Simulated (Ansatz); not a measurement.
## BN, one structure, two calculations

Cell: an entry of the Crystallography Open Database (COD), whose atoms a relaxation with PBE at fixed cell left in place.

```
CELL_PARAMETERS angstrom
2.49824 0.00000 0.00000
-1.24912 2.16354 0.00000
0.00000 0.00000 6.63570
ATOMIC_POSITIONS crystal
B 0.33333 0.66667 0.25000
B 0.66667 0.33333 0.75000
N 0.33333 0.66667 0.75000
N 0.66667 0.33333 0.25000
```

Atom numbers follow the list; atoms alike are taken as one site, whose name carries the number of the first.

First run. Computed with Ansatz: DFT, PBE, plane waves and PAW, scalar-relativistic, 420 eV cutoff, Γ-centred 14×14×5 k-points, Fermi–Dirac smearing 0.02 eV.

```
site  atom  V_zz (10²¹ V/m²)     η
   B     1              2.83  0.00
   N     3             -0.26  0.00
```

Second run. The same atoms and settings, except that the functional is r2SCAN and the cutoff is 500 eV.

(1) Given the first result, estimate the second.

Answers

(1) 

```
site  atom   V_zz     η  change of V_zz
   B     1   2.96  0.00           +0.13
   N     3  -0.32  0.00           -0.06
```

The largest change of V_zz is on B, from 2.83 to 2.96. In per cent, |V_zz| changes by +4 on B (all sites that start above 0.5).

For the first run: At this cell the PBE pressure is 5 GPa, so with PBE the cell would grow if it were relaxed.
